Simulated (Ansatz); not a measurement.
How the vibrations of ScCd change with volume

Level of theory: Ansatz 0.2.0, DFT PBEsol, scalar-relativistic, plane waves, PAW. Plane waves to 420 eV; Γ-centred k mesh 12×12×12; Fermi-Dirac smearing of 0.15 eV. No spin polarisation. Phonons by linear response, acoustic sum rule imposed.

Relaxed structure:
```yaml
crystal:
  lattice:
    - [3.48597, 0.00000, 0.00000]
    - [0.00000, 3.48597, 0.00000]
    - [0.00000, 0.00000, 3.48597]
  atoms:
    - { symbol: Sc, position: [0.50000, 0.50000, 0.50000] }
    - { symbol: Cd, position: [0.00000, 0.00000, 0.00000] }
```

In a metal, frequencies depend on the k mesh and the smearing, soft modes most. Some empty bands missed the eigensolver's threshold.

Cells at 0.98 and 1.02 times the equilibrium volume were relaxed in shape and atoms; γ = −d ln ν / d ln V, modes matched by rank. Linear response on a 2×2×2 q mesh; q in fractions of the reciprocal vectors.

Task: Give the frequencies (cm⁻¹) at the three volumes and the mode Grüneisen parameters.

Result:
| q | 0.98 V | V | 1.02 V | γ | degeneracy |
| --- | --- | --- | --- | --- | --- |
| 0.00 0.00 0.00 | 183 | 177 | 170 | 1.83 | 3 |
| 0.00 0.00 -0.50 | 101 | 97 | 94 | 1.67 | 2 |
| 0.00 0.00 -0.50 | 101 | 98 | 94 | 1.73 | 1 |
| 0.00 0.00 -0.50 | 172 | 167 | 163 | 1.47 | 2 |
| 0.00 0.00 -0.50 | 205 | 198 | 191 | 1.81 | 1 |
| 0.00 -0.50 -0.50 | 31 | 32 | 33 | -1.91 | 2 |
| 0.00 -0.50 -0.50 | 102 | 98 | 95 | 1.66 | 1 |
| 0.00 -0.50 -0.50 | 137 | 133 | 129 | 1.44 | 1 |
| 0.00 -0.50 -0.50 | 224 | 216 | 209 | 1.83 | 2 |
| -0.50 -0.50 -0.50 | 97 | 94 | 90 | 1.77 | 3 |
| -0.50 -0.50 -0.50 | 203 | 196 | 188 | 1.95 | 3 |

Task: What pressures hold the two strained cells, and what bulk modulus follows?

Result: 1.58 GPa at 0.98 V and -1.41 GPa at 1.02 V, so B = −dP/d ln V ≈ 75 GPa.